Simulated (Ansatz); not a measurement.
Data:

Ti₆O:
```yaml
crystal:
  lattice:
    - [5.05080, 0.00000, 0.00000]
    - [-2.52540, 4.37412, 0.00000]
    - [0.00000, 0.00000, 4.69244]
  atoms:
    - { symbol: Ti, position: [0.66859, 0.66859, 0.25956] }
    - { symbol: Ti, position: [0.33141, 0.33141, 0.74044] }
    - { symbol: Ti, position: [0.33141, 0.00000, 0.25956] }
    - { symbol: Ti, position: [0.66859, 0.00000, 0.74044] }
    - { symbol: Ti, position: [0.00000, 0.33141, 0.25956] }
    - { symbol: Ti, position: [0.00000, 0.66859, 0.74044] }
    - { symbol: O, position: [0.00000, 0.00000, 0.00000] }
```

This is the PBEsol-relaxed structure.

Question: All from plane-wave PAW PBEsol (Ansatz code), unless another level is named. Predict the bulk modulus (Birch–Murnaghan fit).

Answer: 1430 kbar.

Question: Predict the highest zone-centre frequency.

Answer: 513 cm⁻¹.

Space group P-31m. The first step of the workflow began from a Materials Project structure, measured or hypothetical; the Crystallography Open Database files this formula in space group No. 162, but the cells were not matched. Whether it is the stable phase at ambient conditions was not checked. Symmetry was held in the PBEsol relaxation; its stability against distortions is not shown here. The run is not spin-polarised. Without spin polarisation and U, an open-shell compound can come out a false metal. As this level gives no gap, phonon frequencies hold no LO–TO term and depend on the k-mesh and smearing (Fermi–Dirac, 0.1 eV here).

Potentials: the later of the program's two PAW sets.
